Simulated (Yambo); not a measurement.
One stored BSE kernel of dimension 648 for CdTe (zinc blende, space group F-43m, No. 216) (Yambo, LDA bands; 6×6×6 mesh, 3 valence and 1 conduction bands, static screening with 44 bands and a 4 Ry block, scissor 1.28 eV, Tamm-Dancoff; broadening 0.15 eV; field along x), solved in several ways.

| solver | iterations | largest change of Im ε (% of its maximum) | rough time |
|---|---|---|---|
| Haydock, threshold 2 % | 7 | 68 | within a factor of two |
| Haydock, threshold 0.5 % | 15 | 14 | within a factor of two |
| Haydock, threshold 0.1 % | 27 | 0.9 | within a factor of two |
| Haydock, threshold 0.005 % | 36 | 0.5 | 1 |
| SLEPc, lowest 10 states | – | no full spectrum | within a factor of two |
| SLEPc, lowest 60 states | – | no full spectrum | within a factor of two |
| full diagonalisation | – | reference | within a factor of two |

Haydock gives the spectrum without eigenstates, SLEPc the lowest states alone, full diagonalisation everything at a cost that grows as the cube of the dimension. Times include reading the kernel. Times are rough ratios from shared machines. Mesh and scissor weren't tested; the rows compare only with each other.

Spin-orbit coupling is not included.

Geometry relaxed with LDA; primitive cell a = 4.5316 Å, b = 4.5316 Å, c = 4.5316 Å, α = 60.00°, β = 60.00°, γ = 60.00°.
